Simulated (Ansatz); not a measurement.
Ansatz (a program for electronic structure) input:

Ansatz 0.2 input:
```yaml
crystal:
  lattice:
    - [0.0, 1.96423247, 1.96423247]
    - [1.96423247, 0.0, 1.96423247]
    - [1.96423247, 1.96423247, 0.0]
  atoms:
    - { symbol: Pt, position: [0.0, 0.0, 0.0] }
kpoints:
  mp_grid: { grid: [37, 37, 37] }
hamiltonian:
  xc: pbe
  dispersion: d3bj
  pseudopotentials: { kind: paw }
scf:
  occupations: { method: fermi_dirac, width: 0.1 }
elastic: { mode: relaxed_ion, stencil: two_point, amplitude: 0.005, f_tol: 0.0005 }
```

Output (shortened):

```
Pseudopotential: Pt, paw, valence charge 18
Functional definition: PBE
Crystal: 1 atoms, lattice volume = 15.157 Å³
Basis set: ecut = 420 eV, 307 PW (Γ), exchange–correlation on 40×40×40 points (8 copies of the dense FFT grid, shifted against one another)
Bands: 13, of which v1, the nominal top of the filled ones, is band 9 counted from 1 (8 counted from 0)
Symmetry: 48 space group operations
Space group: Fm-3m (ITA 225), of the structure as read, at distance tolerance 2.5e-5 Å
k-points: 1330 of 50653
SCF iter   1: F=—  HF=-12523.806611 eV  |F-HF|=—  |Δ(HF+E_count)|=         —  Δρ=2.88e-3  dr2=1.73e-4  ethr=1.77e-3  ⟨swp⟩=5.0  Hψ=95025  notcnv=0
preconditioner: auto → none
SCF iter   2: F=—  HF=-12523.806985 eV  |F-HF|=—  |Δ(HF+E_count)|=   3.74e-4  Δρ=1.62e-3  dr2=6.37e-5  ethr=9.61e-7  ⟨swp⟩=2.4  Hψ=39293  notcnv=0
SCF iter   3: F=—  HF=-12523.807181 eV  |F-HF|=—  |Δ(HF+E_count)|=   1.96e-4  Δρ=4.32e-4  dr2=2.84e-5  ethr=3.54e-7  ⟨swp⟩=2.0  Hψ=24186  notcnv=0
SCF iter   4: F=—  HF=-12523.807172 eV  |F-HF|=—  |Δ(HF+E_count)|=   9.23e-6  Δρ=1.19e-4  dr2=1.57e-6  ethr=1.58e-7  ⟨swp⟩=2.6  Hψ=25023  notcnv=0
SCF iter   5: F=—  HF=-12523.807170 eV  |F-HF|=—  |Δ(HF+E_count)|=   1.47e-6  Δρ=2.94e-5  dr2=5.00e-8  ethr=8.73e-9  ⟨swp⟩=2.5  Hψ=23859  notcnv=0
SCF iter   6: F=—  HF=-12523.807170 eV  |F-HF|=—  |Δ(HF+E_count)|=   1.97e-8  Δρ=3.06e-6  dr2=1.21e-9  ethr=2.78e-10  ⟨swp⟩=2.1  Hψ=23378  notcnv=0
SCF iter   7: F=—  HF=-12523.807170 eV  |F-HF|=—  |Δ(HF+E_count)|=  2.04e-10  Δρ=1.19e-6  dr2=2.00e-10  ethr=6.70e-12  ⟨swp⟩=1.4  Hψ=20556  notcnv=0
SCF iter   8: F=—  HF=-12523.807170 eV  |F-HF|=—  |Δ(HF+E_count)|=  6.55e-11  Δρ=3.03e-7  dr2=1.24e-11  ethr=1.11e-12  ⟨swp⟩=1.9  Hψ=22341  notcnv=0
SCF iter   9: F=-12523.807170 eV  HF=-12523.807170 eV  |F-HF|=3.64e-12  |Δ(HF+E_count)|=  1.82e-12  Δρ=2.06e-8  dr2=5.77e-14  ethr=1.00e-12  ⟨swp⟩=3.1  Hψ=68016  notcnv=0
SCF 1 converged in 9 iterations: F = -12523.807170 eV  dr2 = 5.77e-14
Crystal: 1 atoms, lattice volume = 15.081 Å³
Basis set: ecut = 420 eV, 299 PW (Γ), exchange–correlation on 40×40×40 points (8 copies of the dense FFT grid, shifted against one another)
Symmetry: 16 space group operations
k-points: 3610 of 50653
iter 1 solved again at ethr=4.36e-7 eV; its pass at ethr=3.10e-3 eV (dr2=7.85e-5 eV) is discarded
SCF iter   1: F=—  HF=-12523.806588 eV  |F-HF|=—  |Δ(HF+E_count)|=         —  Δρ=9.35e-4  dr2=3.34e-5  ethr=4.36e-7  ⟨swp⟩=2.3  Hψ=312590  notcnv=0
preconditioner: auto → none
SCF iter   2: F=—  HF=-12523.806583 eV  |F-HF|=—  |Δ(HF+E_count)|=   4.51e-6  Δρ=4.09e-4  dr2=4.74e-6  ethr=1.85e-7  ⟨swp⟩=2.1  Hψ=64843  notcnv=0
SCF iter   3: F=—  HF=-12523.806581 eV  |F-HF|=—  |Δ(HF+E_count)|=   2.52e-6  Δρ=9.69e-5  dr2=6.30e-7  ethr=2.63e-8  ⟨swp⟩=2.1  Hψ=79526  notcnv=0
SCF iter   4: F=—  HF=-12523.806582 eV  |F-HF|=—  |Δ(HF+E_count)|=   1.08e-6  Δρ=1.66e-5  dr2=1.01e-8  ethr=3.50e-9  ⟨swp⟩=2.1  Hψ=64150  notcnv=0
SCF iter   5: F=—  HF=-12523.806582 eV  |F-HF|=—  |Δ(HF+E_count)|=   3.51e-9  Δρ=2.43e-6  dr2=2.32e-10  ethr=5.59e-11  ⟨swp⟩=2.3  Hψ=76133  notcnv=0
SCF iter   6: F=—  HF=-12523.806582 eV  |F-HF|=—  |Δ(HF+E_count)|=  2.26e-10  Δρ=9.23e-8  dr2=3.57e-13  ethr=1.29e-12  ⟨swp⟩=2.5  Hψ=66590  notcnv=0
SCF iter   7: F=-12523.806582 eV  HF=-12523.806582 eV  |F-HF|=0.00e0  |Δ(HF+E_count)|=  3.64e-12  Δρ=1.02e-8  dr2=3.89e-15  ethr=1.00e-12  ⟨swp⟩=4.0  Hψ=156312  notcnv=0
SCF 2 converged in 7 iterations: F = -12523.806582 eV  dr2 = 3.89e-15
Crystal: 1 atoms, lattice volume = 15.233 Å³
iter 1 solved again at ethr=2.95e-10 eV; its pass at ethr=3.10e-3 eV (dr2=5.31e-8 eV) is discarded
SCF iter   1: F=—  HF=-12523.806936 eV  |F-HF|=—  |Δ(HF+E_count)|=         —  Δρ=7.80e-5  dr2=5.81e-8  ethr=2.95e-10  ⟨swp⟩=2.7  Hψ=311149  notcnv=0
preconditioner: auto → none
SCF iter   2: F=—  HF=-12523.806938 eV  |F-HF|=—  |Δ(HF+E_count)|=   1.33e-6  Δρ=3.81e-5  dr2=7.90e-9  ethr=2.95e-10  ⟨swp⟩=2.6  Hψ=69049  notcnv=0
SCF iter   3: F=—  HF=-12523.806938 eV  |F-HF|=—  |Δ(HF+E_count)|=   4.39e-7  Δρ=1.46e-5  dr2=1.33e-9  ethr=4.39e-11  ⟨swp⟩=2.1  Hψ=68093  notcnv=0
SCF iter   4: F=—  HF=-12523.806938 eV  |F-HF|=—  |Δ(HF+E_count)|=   7.47e-8  Δρ=1.19e-6  dr2=7.63e-12  ethr=7.38e-12  ⟨swp⟩=2.0  Hψ=64675  notcnv=0
SCF iter   5: F=—  HF=-12523.806938 eV  |F-HF|=—  |Δ(HF+E_count)|=  5.18e-10  Δρ=1.10e-7  dr2=1.71e-13  ethr=4.24e-14 (applied; sched 1.00e-12)  ⟨swp⟩=2.1  Hψ=78775  notcnv=0
SCF iter   6: F=-12523.806938 eV  HF=-12523.806938 eV  |F-HF|=0.00e0  |Δ(HF+E_count)|=  3.64e-12  Δρ=4.15e-9  dr2=2.94e-16  ethr=1.00e-12  ⟨swp⟩=4.0  Hψ=141761  notcnv=0
SCF 3 converged in 6 iterations: F = -12523.806938 eV  dr2 = 2.94e-16
Crystal: 1 atoms, lattice volume = 15.157 Å³
Symmetry: 8 space group operations
k-points: 6859 of 50653
iter 1 solved again at ethr=5.76e-7 eV; its pass at ethr=3.10e-3 eV (dr2=1.04e-4 eV) is discarded
SCF iter   1: F=—  HF=-12523.807075 eV  |F-HF|=—  |Δ(HF+E_count)|=         —  Δρ=9.96e-4  dr2=4.16e-5  ethr=5.76e-7  ⟨swp⟩=2.0  Hψ=573891  notcnv=0
preconditioner: auto → none
SCF iter   2: F=—  HF=-12523.807066 eV  |F-HF|=—  |Δ(HF+E_count)|=   9.42e-6  Δρ=3.32e-4  dr2=2.98e-6  ethr=2.31e-7  ⟨swp⟩=2.0  Hψ=138901  notcnv=0
SCF iter   3: F=—  HF=-12523.807063 eV  |F-HF|=—  |Δ(HF+E_count)|=   2.42e-6  Δρ=9.05e-5  dr2=2.16e-7  ethr=1.66e-8  ⟨swp⟩=1.0  Hψ=89167  notcnv=0
SCF iter   4: F=—  HF=-12523.807065 eV  |F-HF|=—  |Δ(HF+E_count)|=   1.03e-6  Δρ=3.07e-6  dr2=3.75e-10  ethr=1.20e-9  ⟨swp⟩=1.0  Hψ=90756  notcnv=0
SCF iter   5: F=—  HF=-12523.807065 eV  |F-HF|=—  |Δ(HF+E_count)|=  5.37e-10  Δρ=1.01e-6  dr2=1.40e-10  ethr=2.08e-12  ⟨swp⟩=2.0  Hψ=152592  notcnv=0
SCF iter   6: F=—  HF=-12523.807065 eV  |F-HF|=—  |Δ(HF+E_count)|=  5.64e-11  Δρ=1.85e-7  dr2=1.07e-12  ethr=7.78e-13 (applied; sched 1.00e-12)  ⟨swp⟩=2.1  Hψ=125082  notcnv=0
SCF iter   7: F=-12523.807065 eV  HF=-12523.807065 eV  |F-HF|=5.46e-12  |Δ(HF+E_count)|=  7.28e-12  Δρ=4.90e-8  dr2=5.32e-14  ethr=1.00e-12  ⟨swp⟩=4.0  Hψ=302677  notcnv=0
SCF 4 converged in 7 iterations: F = -12523.807065 eV  dr2 = 5.32e-14
Crystal: 1 atoms, lattice volume = 15.157 Å³
iter 1 solved again at ethr=9.77e-11 eV; its pass at ethr=3.10e-3 eV (dr2=1.76e-8 eV) is discarded
SCF iter   1: F=—  HF=-12523.807064 eV  |F-HF|=—  |Δ(HF+E_count)|=         —  Δρ=5.25e-5  dr2=1.79e-8  ethr=9.77e-11  ⟨swp⟩=2.6  Hψ=585081  notcnv=0
preconditioner: auto → none
SCF iter   2: F=—  HF=-12523.807064 eV  |F-HF|=—  |Δ(HF+E_count)|=   4.87e-7  Δρ=2.60e-5  dr2=2.74e-9  ethr=9.77e-11  ⟨swp⟩=2.5  Hψ=129050  notcnv=0
SCF iter   3: F=—  HF=-12523.807064 eV  |F-HF|=—  |Δ(HF+E_count)|=   1.95e-7  Δρ=9.66e-6  dr2=4.72e-10  ethr=1.52e-11  ⟨swp⟩=1.8  Hψ=118082  notcnv=0
SCF iter   4: F=—  HF=-12523.807065 eV  |F-HF|=—  |Δ(HF+E_count)|=   3.12e-8  Δρ=2.90e-7  dr2=6.95e-13  ethr=2.62e-12  ⟨swp⟩=2.0  Hψ=123287  notcnv=0
SCF iter   5: F=-12523.807065 eV  HF=-12523.807065 eV  |F-HF|=5.46e-12  |Δ(HF+E_count)|=  3.09e-11  Δρ=3.88e-8  dr2=3.50e-14  ethr=1.00e-12  ⟨swp⟩=4.0  Hψ=300113  notcnv=0
SCF 5 converged in 5 iterations: F = -12523.807065 eV  dr2 = 3.50e-14
SCF converged after 9 iterations
Free energy (F): -12523.807170 eV
Harris-Foulkes:  -12523.807170 eV  (|F-HF|=3.64e-12)
Internal energy: -12523.752444 eV  (E = F + TS)
E sigma→0 (E₀):  -12523.779807 eV
Entropy (-TS):   -0.054727 eV (-54.727 meV/atom)
Fermi energy:    23.256958 eV
--- Per-component energies (eV) ---
  E_band       = -130.668091
  E_kinetic    = 638.216221
  E_local      = -1467.821439  (includes V_loc(G=0)·N_el)
  E_nonlocal   = 199.805707
  E_hartree    = 545.419404
  E_xc         = -262.083861
  E_vxc        = -303.259029  (∫ρ·V_xc dr)
  E_paw        = -9453.998734  (= ΣΔE_a)
  E_vpaw       = -288.448577  (= ΣTr[D̂ρ^β])
  E_aug_tail   = 0.000209  (compensation charges beyond the density's cutoff)
  E_ewald      = -2722.514542
  E_disp       = -0.775408  (pairwise vdW)
  E_smearing   = -0.054727  (= −TS)
  E_closure    = 0.000000  (closes the sum)
  Σ components = -12523.807170   (vs F -12523.807170, Δ=0.00e0)
  [band-id]    e_kinetic+e_local+e_nonlocal+2·e_hartree+e_vxc+e_vpaw+e_augmentation_tail = -130.668101   (vs E_band -130.668091, Δ=-1.05e-5)
--- Forces (eV/Å), atoms counted from 1 ---
  atom   1  Pt     0.00000000     0.00000000     0.00000000
  max |Σ_I F_I| component: 0.0 eV/Å
--- Stress (GPa, compression-positive) ---
        0.367267       0.000000       0.000000
        0.000000       0.367267       0.000000
        0.000000       0.000000       0.367267
  P = ⅓ Tr σ = 0.3673 GPa (3.673 kbar)
--- Band table (eV; the first three rows and the last of 1330) ---
  k-point 0: bands = ["-75.2387", "-29.2371", "-29.2371", "-29.2371", "13.0722", "19.4783", "19.4783", "19.4783", "21.6211", "21.6211", "37.8797", "42.7916", "42.7916"]
  k-point 1: bands = ["-75.2385", "-29.2405", "-29.2376", "-29.2376", "13.1019", "19.4648", "19.4904", "19.4904", "21.6142", "21.6142", "37.9258", "42.6168", "42.8363"]
  k-point 2: bands = ["-75.2378", "-29.2507", "-29.2390", "-29.2390", "13.1901", "19.4256", "19.5255", "19.5255", "21.5946", "21.5946", "38.0611", "42.1567", "42.9693"]
  k-point 1329: bands = ["-75.1955", "-29.5526", "-29.5404", "-29.4153", "17.6158", "18.6122", "18.8194", "21.2631", "23.7292", "30.2155", "31.4378", "31.6944", "35.2911"]
--- Elastic constants: 2 strain directions × 2 members + reference (group order 48) ---
  dense FFT box of the reference and of every strained cell: 20×20×20
  strains applied: 11, 23; error gains: componentwise 1.00 (the most a stress slope's error grows in a printed constant), spectral 1.73 (1 for all six strains …
  pairwise dispersion correction: d3bj (s6 = 1.0, s8 = 0.7875, a1 = 0.4289, a2_bohr = 4.4407), with the weights of each atom's references fixed at the …
  C = ∂σ_k/∂η_j (tension-positive GPa; Voigt order 11 22 33 23 13 12):
       346.651    241.313    241.313      0.000      0.000      0.000
       241.313    346.651    241.313      0.000      0.000      0.000
       241.313    241.313    346.651      0.000      0.000      0.000
         0.000      0.000      0.000     88.735      0.000      0.000
         0.000      0.000      0.000      0.000     88.735      0.000
         0.000      0.000      0.000      0.000      0.000     88.735
  reference stress σ⁰ (GPa):     -0.367     -0.367     -0.367      0.000      0.000      0.000
  C* (energy form; C + prestress term) asymmetry max|C*_kj − C*_jk| = 8.527e-14 GPa — a small one proves nothing (zero by symmetry where the batch's group is …
  moduli (Voigt/Reuss/Hill, GPa): K = 276.43/276.43/276.43   G = 74.31/69.66/71.98   E = 198.70   ν = 0.380
  mechanically stable: yes (min eigenvalue of sym C = 88.73 GPa)
  where every solve meets its electron count the energy-path curvature estimates C_jj along a normal strain and C_jj − ¼(σ⁰_aa + σ⁰_bb) along a shear (ab), of …
  strain η (Voigt 11):  stress-route row diagonal C_11 = 346.65 GPa, energy-path curvature d²(F+E_count+ΔE)/dδ²/Ω₀ = 346.64 GPa
         δ    σ_11 (GPa)             F (eV)   n_scf  n_hpsi   n_pw
    -5.000e-3      -2.1270      -12523.8065818       7  863486    307   relax 0 steps, max|allowed force component| 0.00e0 eV/Å
     5.000e-3       1.3395      -12523.8069382       6  776850    310   relax 0 steps, max|allowed force component| 0.00e0 eV/Å
  strain η (Voigt 23):  stress-route row diagonal C_44 = 88.73 GPa, energy-path curvature d²(F+E_count+ΔE)/dδ²/Ω₀ = 88.89 GPa
         δ    σ_23 (GPa)             F (eV)   n_scf  n_hpsi   n_pw
    -5.000e-3      -0.4437      -12523.8070645       7  1555416    308   relax 0 steps, max|allowed force component| 0.00e0 eV/Å
     5.000e-3       0.4437      -12523.8070645       5  1337959    308   relax 0 steps, max|allowed force component| 0.00e0 eV/Å
```

Cost: roughly 8 core-minutes on shared cores.

Symmetry was held in the PBE+D3(BJ) relaxation. No spin polarisation was allowed. The pairwise dispersion correction was not fitted to metals. As this level gives no gap, shear constants depend on the k-mesh and smearing (Fermi–Dirac, 0.1 eV here). On the denser mesh and wider smearing of the elastic run this cell carries a stress of 0.4 GPa. Scalar-relativistic: spin–orbit coupling is off unless named, which matters more the heavier the elements.

Potentials: the later of the program's two PAW sets.

Ansatz is a plane-wave DFT program.
